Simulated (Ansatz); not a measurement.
# Fe3Ge (Pm-3m): electronic heat capacity from the density of states

Computed with Ansatz, DFT r2SCAN, scalar-relativistic, plane waves, PAW.

Plane waves to 500 eV, a k mesh through Γ of 12×12×12 on the computed 4-atom cell and Gaussian smearing (0.10 eV); collinear spin from starting moments 3 3 3 -0.15 μB.

Relaxed cell: Pm-3m, a = 3.663 Å, b = 3.663 Å, c = 3.663 Å, α = 90.00°, β = 90.00°, γ = 90.00°, 4 atoms in the primitive cell. Whether it is the stable form of this composition wasn't checked.

The density of states at the Fermi level is 1.194 states/eV in the cell of 4 atoms (1 formula unit; both spins, tetrahedra on a 18×18×18 mesh). The run ends with a moment of 7.79 μB a cell (largest on a site 2.73 μB), and the figure is for this state; a paramagnetic sample can have a quite different one. Another magnetic order, if the compound takes it, can change N(E_F) and the shape of the cell a good deal.

Task: What Sommerfeld coefficient does this give?

Result: Per formula unit N(E_F) = 1.194 states/eV. γ = (π²/3) k_B² N(E_F) N_A = 2.357 mJ/(mol K²) per state/eV, so γ = 2.8 mJ/(mol K²), a mole of formula units. This is the bare band result: a measured γ of the same phase and magnetic order is as a rule larger by a factor 1 + λ from phonons and spin fluctuations. N(E_F) at one energy is sensitive to the mesh where the density of states has sharp peaks.

The state reached may not be the lowest one. Only parallel moments were tried here.

Only this magnetic start was tried.

Cost: 1 run of about 1.9 core-minutes, on Arm Neoverse V2 (shared hosts).